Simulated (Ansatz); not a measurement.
MoS2: stationary points along a deformation path

Method: Ansatz 0.2.0, DFT r2SCAN, scalar-relativistic, plane waves, PAW. The runs took a 500 eV cutoff, a Γ-centred 18×18×8 mesh and Gaussian smearing (0.15 eV). No spin polarisation. Energies are free energies at this smearing, counted from the undisturbed cell; pressure is positive in compression.

The starting cell (relaxed at this level; this form isn't the usual structure):

```
Mo S
1.0
     3.22624    0.00000    0.00000
    -1.61312    2.79400    0.00000
     0.00000    0.00000    6.27376
Mo S
1 2
Direct
  0.00000 0.00000 0.50000
  0.33333 0.66667 0.25340
  0.66667 0.33333 0.74660
```

The cell holds layers and no dispersion correction was added, so their binding is poorly described.

At fixed volume and fractional coordinates, lengths along (0.000, 0.000, 1.000) are scaled against those across it; ρ is that ratio over its starting value. V = 18.851 Å³/atom. Δσ is the stress along the axis less the mean stress across it (compression positive).

```csv
ρ,ΔE (meV/atom),Δσ (GPa),space group
0.850,79.2,12.03,P-3m1
0.920,21.3,6.50,P-3m1
0.960,5.1,3.19,P-3m1
1.000,0.0,-0.02,P-3m1
1.100,29.4,-8.02,P-3m1
1.200,122.0,-19.95,P-3m1
```

Question: How does the stress give the slope of the energy, and where is the energy stationary?

Answer: Along the path d ln(length) is 2/3 d ln ρ on the axis and −1/3 d ln ρ across it, so dE/d ln ρ = −(2/3) V Δσ: the energy falls with ρ where Δσ is positive. Δσ vanishes or changes sign at ρ = 1.000 (P-3m1), a minimum at 0.0 meV/atom. Pairs of stationary points between two samples would go unseen, and could change a minimum read from distant neighbours into a maximum.

Question: Integrate that slope from ρ = 1 to 0.850 by the trapezoid rule.

Answer: With V/N in Å³ and 1 eV/Å³ = 160.2 GPa the slopes at ρ = 1.000, 0.960, 0.920, 0.850 are 2, -250, -510, -944 meV/atom per unit of ln ρ. The steps add 5.1 + 16.2 + 57.5 = 78.7 meV/atom, against 79.2 from the energies; the trapezoid rule misses the curvature of the slope within each step.

Forces appear on the atoms along this scan, and letting them relax would lower the energy and soften the response. In a metal these slopes depend on the k mesh and the smearing.

Cost: 6 runs of about 5.9 core-minutes in all, on Intel Xeon Processor @ 2.50GHz (Skylake/Cascade Lake) (shared hosts).